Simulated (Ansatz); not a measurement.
Ansatz (an electronic-structure program) input:

Ansatz 0.2 input:
```yaml
crystal:
  lattice:
    - [0.0, 4.6581670144, 4.6581670144]
    - [4.6581670144, 0.0, 4.6581670144]
    - [4.6581670144, 4.6581670144, 0.0]
  atoms:
    - { symbol: Rb, position: [0.75, 0.75, 0.75] }
    - { symbol: Rb, position: [0.25, 0.25, 0.25] }
    - { symbol: Rb, position: [0.5, 0.5, 0.5] }
    - { symbol: As, position: [0.0, 0.0, 0.0] }
    - { symbol: F, position: [0.7802456332, 0.2197543668, 0.2197543668] }
    - { symbol: F, position: [0.2197543668, 0.7802456332, 0.7802456332] }
    - { symbol: F, position: [0.2197543668, 0.7802456332, 0.2197543668] }
    - { symbol: F, position: [0.7802456332, 0.2197543668, 0.7802456332] }
    - { symbol: F, position: [0.2197543668, 0.2197543668, 0.7802456332] }
    - { symbol: F, position: [0.7802456332, 0.7802456332, 0.2197543668] }
kpoints:
  mp_grid: { grid: [3, 3, 3] }
hamiltonian:
  xc: hse06
  pseudopotentials: { kind: paw }
scf:
  n_extra_bands: 10
  occupations: { method: fixed }
output:
  eigenvalues: true
  eigenstates:
    e_range: [-9.0, 14.9]
    kpoints:
      - [0.0, 0.0, 0.5]  # VBM
      - [0.0, 0.0, 0.0]  # CBM
      - [0.0, 0.0, 0.0]  # GAMMA
      - [0.5, 0.0, 0.5]  # X
      - [0.5, 0.5, 0.5]  # L
      - [0.5, 0.25, 0.75]  # W
      - [0.375, 0.375, 0.75]  # K
      - [0.625, 0.25, 0.625]  # U
```

Output (shortened):

```
Pseudopotential: Rb, paw, valence charge 9
Pseudopotential: As, paw, valence charge 15
Pseudopotential: F, paw, valence charge 7
Functional definition: HSE06
davidson cushion auto → on  (no smearing: the cushion is to keep the highest requested band from converging to the state above it …
Crystal: 10 atoms, lattice volume = 202.151 Å³
Basis set: ecut = 420 eV, 3839 PW (Γ)
Bands: 52, of which v1, the nominal top of the filled ones, is band 42 counted from 1 (41 counted from 0)
Symmetry: 48 space group operations
Space group: Fm-3m (ITA 225), of the structure as read, at distance tolerance 5.9e-5 Å
k-points: 4 of 27
SCF iter   1: F=—  HF=-19516.475190 eV  |F-HF|=—  |Δ(HF+E_count)|=         —  Δρ=1.68e-3  dr2=5.13e-3  ethr=1.77e-3  ⟨swp⟩=12.0  Hψ=1020  notcnv=0
preconditioner: auto → none
SCF iter   2: F=-19516.475694 eV  HF=-19516.475948 eV  |F-HF|=2.54e-4  |Δ(HF+E_count)|=   7.58e-4  Δρ=9.97e-4  dr2=9.43e-4  ethr=6.10e-6  ⟨swp⟩=6.2  Hψ=779  notcnv=0
SCF 1 stopped early in 2 iterations: F = -19516.475694 eV  dr2 = 9.43e-4
Crystal: 10 atoms, lattice volume = 202.151 Å³
Exchange kernel: α = 0.2500, screened, ω = 0.2079 Å⁻¹, Wigner–Seitz truncation, v(0) = 1043.6567 eV·Å³, q-mesh 3×3×3, nearest image of the exchange supercell L …
Frozen-core exchange: fock
SCF iter   1: F=—  HF=-19523.297565 eV  |F-HF|=—  |Δ(HF+E_count)|=         —  Δρ=9.29e-3  dr2=2.13e-1  ethr=1.12e-5  ⟨swp⟩=6.0  Hψ=940  notcnv=0
preconditioner: auto → none
SCF iter   2: F=—  HF=-19523.238508 eV  |F-HF|=—  |Δ(HF+E_count)|=   5.91e-2  Δρ=6.65e-3  dr2=3.41e-2  ethr=1.12e-5  ⟨swp⟩=4.2  Hψ=744  notcnv=0
SCF iter   3: F=—  HF=-19523.249734 eV  |F-HF|=—  |Δ(HF+E_count)|=   1.12e-2  Δρ=2.32e-3  dr2=5.70e-3  ethr=1.12e-5  ⟨swp⟩=4.0  Hψ=606  notcnv=0
SCF iter   4: F=—  HF=-19523.247633 eV  |F-HF|=—  |Δ(HF+E_count)|=   2.10e-3  Δρ=9.82e-4  dr2=1.35e-3  ethr=6.33e-6  ⟨swp⟩=2.0  Hψ=460  notcnv=0
iter 5 solved again at ethr=1.65e-8 eV; its pass at ethr=1.16e-6 eV (dr2=1.38e-5 eV) is discarded
SCF iter   5: F=—  HF=-19523.247251 eV  |F-HF|=—  |Δ(HF+E_count)|=   3.82e-4  Δρ=1.49e-4  dr2=2.58e-4  ethr=1.65e-8  ⟨swp⟩=4.0  Hψ=1117  notcnv=0
SCF iter   6: F=—  HF=-19523.249173 eV  |F-HF|=—  |Δ(HF+E_count)|=   1.92e-3  Δρ=7.06e-4  dr2=6.94e-4  ethr=1.30e-8  ⟨swp⟩=5.0  Hψ=871  notcnv=0
SCF iter   7: F=-19523.248951 eV  HF=-19523.248952 eV  |F-HF|=1.05e-6  |Δ(HF+E_count)|=   2.20e-4  Δρ=3.33e-5  dr2=7.77e-6  ethr=1.30e-8  ⟨swp⟩=4.8  Hψ=749  notcnv=0
SCF 2 stopped early in 7 iterations: F = -19523.248951 eV  dr2 = 7.77e-6
hybrid outer 1: dexx = +2.590e-2 eV, tail = 1.33e-4 eV
Crystal: 10 atoms, lattice volume = 202.151 Å³
Exchange kernel: α = 0.2500, screened, ω = 0.2079 Å⁻¹, Wigner–Seitz truncation, v(0) = 1043.6567 eV·Å³, q-mesh 3×3×3, nearest image of the exchange supercell L …
Frozen-core exchange: fock
SCF iter   1: F=—  HF=-19523.249211 eV  |F-HF|=—  |Δ(HF+E_count)|=         —  Δρ=9.13e-5  dr2=1.58e-5  ethr=7.92e-7  ⟨swp⟩=3.0  Hψ=475  notcnv=0
preconditioner: auto → none
iter 2 solved again at ethr=3.03e-10 eV; its pass at ethr=1.70e-8 eV (dr2=2.55e-7 eV) is discarded
SCF iter   2: F=—  HF=-19523.249208 eV  |F-HF|=—  |Δ(HF+E_count)|=   3.50e-6  Δρ=1.54e-5  dr2=3.62e-7  ethr=3.03e-10  ⟨swp⟩=3.5  Hψ=1092  notcnv=0
SCF iter   3: F=-19523.249208 eV  HF=-19523.249208 eV  |F-HF|=3.17e-8  |Δ(HF+E_count)|=   6.94e-7  Δρ=3.53e-6  dr2=3.70e-8  ethr=2.98e-10  ⟨swp⟩=5.0  Hψ=625  notcnv=0
SCF 3 converged in 3 iterations: F = -19523.249208 eV  dr2 = 3.70e-8
hybrid outer 2: dexx = +8.799e-7 eV, tail = 1.32e-7 eV, Δε = 3.79e-3 eV (about 2.01e-4 eV left of the loop's levels)
NSCF: frozen V_eff on 8 k-points
hybrid SCF converged: 2 outer / 10 inner (+2 warm-up), last move |dexx| = 8.80e-7 eV, tail = 1.32e-7 eV
Stability not checked (fock_operator)
Free energy (F): -19523.249209 eV
Frozen-core exchange: fock
Harris-Foulkes:  -19523.249209 eV  (|F-HF|=3.17e-8)
Internal energy: -19523.249209 eV  (E = F + TS)
E sigma→0 (E₀):  -19523.249209 eV
Fermi energy:    2.907798 eV
--- Per-component energies (eV) ---
  E_band       = -950.233685
  E_kinetic    = 1930.981490
  E_local      = -8407.074043  (includes V_loc(G=0)·N_el)
  E_nonlocal   = 277.775228
  E_hartree    = 3409.697419
  E_xc         = -765.254267
  E_vxc        = -882.790399  (∫ρ·V_xc dr)
  E_exx        = -280.088401  (= α·E_x^exact, valence–valence)
  E_paw        = -10804.304470  (= ΣΔE_a)
  E_vpaw       = -128.347782  (= ΣTr[D̂ρ^β])
  E_aug_tail   = 0.012289  (compensation charges beyond the density's cutoff)
  E_ewald      = -4882.945715
  E_core_change = -2.048738  (= ΣΔE_core)
  E_smearing   =  0.000000  (= −TS)
  E_closure    =  0.000000  (closes the sum)
  Σ components = -19523.249209   (vs F -19523.249209, Δ=3.64e-12)
  [band-id]    e_kinetic+e_local+e_nonlocal+2·e_hartree+e_vxc+2·e_exx+e_vpaw+e_augmentation_tail = -950.225181   (vs E_band -950.233685, Δ=8.50e-3)
--- Band table (eV) ---
  k-point 0: bands = ["-36.2915", "-36.2915", "-36.2613", "-36.2613", "-36.2613", "-24.6646", "-24.6419", "-23.3344", "-21.6799", "-21.3671", "-21.3671", "-21.3671", "-21.1528", "-21.1528", "-7.8903", "-7.6512", "-7.6512", "-7.6512", "-7.5802", "-7.5802", …
  k-point 1: bands = ["-36.2915", "-36.2915", "-36.2613", "-36.2613", "-36.2613", "-24.6567", "-24.6456", "-23.3251", "-21.7774", "-21.3563", "-21.3563", "-21.2844", "-21.1649", "-21.1649", "-8.1033", "-7.6224", "-7.6224", "-7.5873", "-7.5791", "-7.5791", …
  k-point 2: bands = ["-36.2915", "-36.2915", "-36.2613", "-36.2613", "-36.2613", "-24.6558", "-24.6451", "-23.3230", "-21.7706", "-21.3690", "-21.3690", "-21.3376", "-21.1519", "-21.1114", "-7.9711", "-7.6416", "-7.6416", "-7.5793", "-7.5371", "-7.5358", …
  k-point 3: bands = ["-36.2915", "-36.2915", "-36.2613", "-36.2613", "-36.2613", "-24.6499", "-24.6497", "-23.3197", "-21.7994", "-21.3671", "-21.3573", "-21.3222", "-21.1643", "-21.1050", "-8.0421", "-7.6198", "-7.6066", "-7.5826", "-7.5548", "-7.5421", …
```

Cost: very roughly 7 core-minutes on shared cores.

The points marked VBM and CBM come from a semilocal run.

The workflow started from a Materials Project entry (that database holds measured and hypothetical structures alike); the Crystallography Open Database copy checked does not list it. Whether it is the stable phase at ambient conditions was not checked. The cell was relaxed with r²SCAN under the symmetry of its start; whether a distortion lowers the energy is not shown. Spin–orbit coupling is left out wherever it is not named.

Potentials: the later of the program's two PAW sets.

Ansatz is a plane-wave DFT program.
